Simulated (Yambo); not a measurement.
G0W0@PBEsol for a free-standing PdCl2 monolayer (symmetry P2_1/c, slab cell 15.7 Å high) in Yambo. Reference settings: 4×4×1 Γ-centred k mesh, bands 9 to 160 and a 5 Ry block in the screening, 160 bands in G with the Bruneval-Gonze terminator, plasmon pole fitted at 27.2 eV, slab-truncated Coulomb interaction, stochastic integration of W near q = 0. The PBEsol gap Γ → (-0.5, 0) on this mesh is 0.95 eV; G0W0 gaps are taken between the same points.

The settings were changed. The gap went from 2.90 eV to 2.93 eV, and the shift of the valence edge from -0.74 eV to -0.20 eV.

**Question.** What was changed between the two runs?
A) 2×4×1 mesh
B) 70 bands in G
C) 70 bands in W, 70 bands in G
D) 70 bands in G, no terminator

**Answer.** D, 70 bands in G, no terminator. The others gave (gap, valence shift): 70 bands in W, 70 bands in G: 2.92, -0.60 eV; 70 bands in G: 2.90, -0.66 eV; 2×4×1 mesh: 2.88, -0.64 eV.

Spin-orbit coupling is not included.

Geometry relaxed with PBEsol; primitive cell a = 6.3670 Å, b = 3.9607 Å, c = 15.7000 Å, α = β = γ = 90.00°.

This is a model layer cut from the bulk structure; whether it is stable on its own was not checked.

A shift is the quasiparticle energy of the state minus its PBEsol energy.
